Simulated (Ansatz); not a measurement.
TaAlB in space group Cmcm (No. 63; Al on 4c, B on 4c, Ta on 4c), r²SCAN in the plane-wave PAW code Ansatz, all energies at zero smearing, with the estimated change up to a 700 eV cutoff added, with one set of potentials and settings (totals compare only within such a set). Cell of 6 atoms (2 Al, 2 B, 2 Ta): -21287.591 eV.

| element | reference phase | E (eV/atom) |
|---|---|---|
| Al | Fm-3m, 1 atoms in the cell | -540.4106 |
| B | R-3m, 12 atoms in the cell | -156.5545 |
| Ta | Im-3m, 1 atoms in the cell | -9945.1755 |

Formation energy per atom, worked out: (-21287.591 − 2×(-540.4106) − 2×(-156.5545) − 2×(-9945.1755))/6 = -0.552 eV/atom (-53 kJ per mol of atoms), at 0 K, without zero-point energy or fitted corrections.

The start of the workflow was typed in or built on a structure type; neither database checked (COD, Materials Project) lists it. Its standing as an ambient phase is unchecked. The cell was relaxed with r²SCAN under the symmetry of its start; its stability against distortions is not shown here. The run is not spin-polarised. The references are the lowest solids computed at this level, not always the standard phases. Scalar-relativistic: spin–orbit coupling is off unless named, which matters more the heavier the elements.

Potentials: the earlier of the program's two PAW sets. The files were generated under PBE; for other functionals the program regenerates the frozen cores, and for LDA and PBEsol the local potential too.
